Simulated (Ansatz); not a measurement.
MgO (rock salt, space group No. 225), a = b = c = 4.1606 Å, α = β = γ = 90.00°; the cell used has 2 atoms.

Relaxed with LDA.

**Question.** Which orbitals make up the states near the band edges in plane-wave PAW LDA (Ansatz code)?

**Answer.** Top 1 eV of the valence band: O 2p 98 %. Bottom 1 eV of the conduction band: Mg 3s 53 %, O 2s 37 %, O 2p 8 %. Projections are on Löwdin-orthogonalised atomic valence shells; empty p or d shells of many metals are not among them.

**Question.** Tabulate the density of states.

**Answer.** States/eV per cell of 2 atoms, in 0.25 eV bins, energy from the valence-band maximum.

```csv
E (eV),total,O 2p,Mg 3s,O 2s
-4.95,0.00,0.00,0.00,0.00
-4.70,0.22,0.17,0.05,0.00
-4.45,0.45,0.35,0.09,0.00
-4.20,0.86,0.71,0.12,0.01
-3.95,1.93,1.65,0.21,0.03
-3.70,2.05,1.73,0.24,0.04
-3.45,0.91,0.77,0.09,0.03
-3.20,0.39,0.31,0.05,0.02
-2.95,0.64,0.56,0.05,0.02
-2.70,0.80,0.72,0.04,0.02
-2.45,0.88,0.80,0.03,0.01
-2.20,0.93,0.86,0.02,0.01
-1.95,0.97,0.91,0.02,0.01
-1.70,1.29,1.22,0.03,0.01
-1.45,2.06,1.98,0.03,0.01
-1.20,2.52,2.44,0.01,0.00
-0.95,2.67,2.61,0.01,0.00
-0.70,2.44,2.39,0.00,0.00
-0.45,1.27,1.25,0.00,0.00
-0.20,0.65,0.64,0.00,0.00
0.05,0.05,0.05,0.00,0.00
0.30,0.00,0.00,0.00,0.00
0.55,0.00,0.00,0.00,0.00
0.80,0.00,0.00,0.00,0.00
1.05,0.00,0.00,0.00,0.00
1.30,0.00,0.00,0.00,0.00
1.55,0.00,0.00,0.00,0.00
1.80,0.00,0.00,0.00,0.00
2.05,0.00,0.00,0.00,0.00
2.30,0.00,0.00,0.00,0.00
2.55,0.00,0.00,0.00,0.00
2.80,0.00,0.00,0.00,0.00
3.05,0.00,0.00,0.00,0.00
3.30,0.00,0.00,0.00,0.00
3.55,0.00,0.00,0.00,0.00
3.80,0.00,0.00,0.00,0.00
4.05,0.00,0.00,0.00,0.00
4.30,0.00,0.00,0.00,0.00
4.55,0.00,0.00,0.00,0.00
4.80,0.00,0.00,0.00,0.00
5.05,0.00,0.00,0.00,0.00
5.30,0.01,0.00,0.01,0.01
5.55,0.02,0.00,0.01,0.01
5.80,0.03,0.00,0.02,0.01
6.05,0.05,0.01,0.02,0.02
6.30,0.06,0.01,0.03,0.02
6.55,0.07,0.01,0.04,0.02
6.80,0.09,0.01,0.05,0.02
7.05,0.11,0.02,0.06,0.03
7.30,0.13,0.02,0.07,0.03
7.55,0.16,0.03,0.09,0.03
7.80,0.21,0.04,0.12,0.04
8.05,0.38,0.05,0.17,0.04
8.30,0.44,0.05,0.18,0.04
8.55,0.45,0.05,0.18,0.04
8.80,0.47,0.05,0.19,0.03
9.05,0.52,0.05,0.19,0.03
9.30,0.63,0.05,0.20,0.03
9.55,0.78,0.05,0.21,0.02
9.80,0.94,0.05,0.22,0.02
```

Space group Fm-3m (rock salt). The cell was relaxed with LDA under the symmetry of its start; phonons on a q-mesh show no instability.

Potentials: the earlier of the program's two PAW sets.
